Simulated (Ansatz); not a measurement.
The relaxed structure here is a generated cell of SnO: the first start was made by placing the elements on the sites of a structure type, and the end was not matched to a known phase here, so it may be hypothetical. Known forms of SnO include space group No. 129.

A relaxed cell of SnO (P6₃/mmc (No. 194)), relaxed on a k-mesh at least as fine as the one used below. Calculation: r2SCAN (plane waves to 500 eV, PAW, scalar-relativistic; Ansatz, a program for electronic structure). Γ-centred k-mesh 7×7×3 on the run's cell (coarser than for final values), Fermi–Dirac smearing 0.05 eV.

```
CELL_PARAMETERS angstrom
      4.12621     0.00000     0.00000
     -2.06310     3.57340     0.00000
      0.00000     0.00000    10.39007
ATOMIC_POSITIONS crystal
  Sn 0.33333 0.66667 0.12500
  Sn 0.33333 0.66667 0.62500
  Sn 0.66667 0.33333 0.37500
  Sn 0.66667 0.33333 0.87500
  O  0.33333 0.66667 0.37500
  O  0.33333 0.66667 0.87500
  O  0.66667 0.33333 0.12500
  O  0.66667 0.33333 0.62500
```

The atoms are displaced by (Å):

```csv
atom,ux,uy,uz
Sn1,-0.092,0.029,-0.112
Sn2,0.069,0.090,0.048
Sn3,0.007,0.015,-0.060
Sn4,0.153,0.078,0.001
O5,-0.100,0.051,-0.024
O6,0.026,0.077,0.065
O7,-0.025,-0.139,-0.024
O8,-0.063,-0.014,0.129
```

**Question.** What forces (eV/Å) and pressure result?

**Answer.** 
| atom | Fx | Fy | Fz |
|---|---|---|---|
| Sn1 | 0.37 | -0.14 | 0.37 |
| Sn2 | -0.19 | -0.17 | -0.39 |
| Sn3 | -0.16 | 0.02 | -0.18 |
| Sn4 | -0.50 | -0.12 | -0.30 |
| O5 | 0.12 | 0.02 | 0.08 |
| O6 | 0.23 | 0.12 | -0.09 |
| O7 | -0.10 | 0.17 | 0.23 |
| O8 | 0.23 | 0.10 | 0.28 |

Pressure +0.7 GPa.

**Question.** Estimate the energy cost of the displacement in the harmonic approximation and compare with the calculation.

**Answer.** For a harmonic well ΔE = −½ Σ F·u = 0.106 eV a cell, or 13 meV/atom. The calculated energy relative to the undisplaced cell is +12 meV/atom, so the harmonic estimate holds well.

The undisplaced cell is probably no minimum: from this displacement the run went on to P2₁/m (No. 11), 496 meV/atom below it.

No spin polarisation in the result.
